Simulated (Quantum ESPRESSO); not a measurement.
**Kohn-Sham bands of BaSnO3 (cubic perovskite)**

```
CELL_PARAMETERS angstrom
      4.14347     0.00000     0.00000
      0.00000     4.14347     0.00000
      0.00000     0.00000     4.14347
ATOMIC_POSITIONS crystal
  Ba 0.50000 0.50000 0.50000
  Sn 0.00000 0.00000 0.00000
  O  0.00000 0.50000 0.00000
  O  0.50000 0.00000 0.00000
  O  0.00000 0.00000 0.50000
```

Cell from Materials Project (mp-3163), symmetrised, no further relaxation. COD (Crystallography Open Database) records the formula in this space group. Ideal cubic forms of this type are often high-temperature phases that distort on cooling; symmetry holds the cell here, and its stability was not tested. Computed values, not measurements, from PBEsol: Quantum ESPRESSO (norm-conserving PseudoDojo potentials, cutoff 68 Ry, spinors with spin-orbit coupling) on a Γ-centred 4×4×4 mesh, then Wannier90. Density: 8×8×8 mesh, Gaussian smearing 0.01 Ry.

Problem. List the Kohn-Sham levels between −8 and 3.7 eV relative to the valence-band maximum at the high-symmetry points, as a band run of pw.x on that density gives them (levels within 2 meV counted together).

Solution. 
| point | k (reciprocal lattice) | levels (eV) |
|---|---|---|
| Γ | 0.000 0.000 0.000 | -4.80 (×2), -4.41 (×4), -1.05 (×4), -1.04 (×2), -0.61 (×2), -0.45 (×4), 0.66 (×2) |
| X | 0.000 0.500 0.000 | -4.79 (×2), -4.65 (×2), -4.63 (×2), -2.21 (×2), -1.72 (×2), -1.16 (×2), -1.13 (×2), -1.04 (×2), -0.94 (×2) |
| M | 0.500 0.500 0.000 | -6.81 (×2), -4.26 (×2), -2.89 (×2), -1.66 (×2), -1.65 (×2), -1.17 (×2), -1.07 (×2), -0.77 (×2), -0.05 (×2) |
| R | 0.500 0.500 0.500 | -1.73 (×2), -1.38 (×4), -0.76 (×4), -0.02 (×2), 0.00 (×4) |
